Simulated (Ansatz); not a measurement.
## Is this AlIn2As3 structure a true minimum?

It was reached by relaxing an invented guess, and it needn't be the stable form of this composition.

Level of theory: Ansatz, DFT PBE, scalar-relativistic, plane waves, PAW. Cutoff 420 eV; k points 12×12×2 on the computed 12-atom cell (Γ-centred); Gaussian smearing, width 0.10 eV; no spin polarisation.

The cell below (12 atoms, space group P6_3mc (No. 186)) is relaxed within its symmetry.

```
Al In As
1.0
     4.25223    0.00000    0.00000
    -2.12612    3.68254    0.00000
     0.00000    0.00000   21.02466
Al In As
2 4 6
Direct
  0.33333 0.66667 0.66670
  0.66667 0.33333 0.16670
  0.33333 0.66667 0.00385
  0.33333 0.66667 0.33095
  0.66667 0.33333 0.50385
  0.66667 0.33333 0.83095
  0.33333 0.66667 0.13163
  0.33333 0.66667 0.45792
  0.33333 0.66667 0.78495
  0.66667 0.33333 0.28495
  0.66667 0.33333 0.63163
  0.66667 0.33333 0.95792
```

For the test it was strained at random (σ = 1.5 % a component), the atoms were moved at random (σ = 0.05 Å), and all was relaxed again on a coarse 6×6×1 mesh (in the run’s order of axes) with 0.20 eV smearing, with no symmetry imposed.

Question: What happens?

Answer: It returns, within 1 meV/atom of the unmoved cell on that mesh and with the same symmetry when read at 0.1 Å. So it is stable against the distortions that fit this cell and that this random move excites. Modes that don't fit the cell aren't tested.
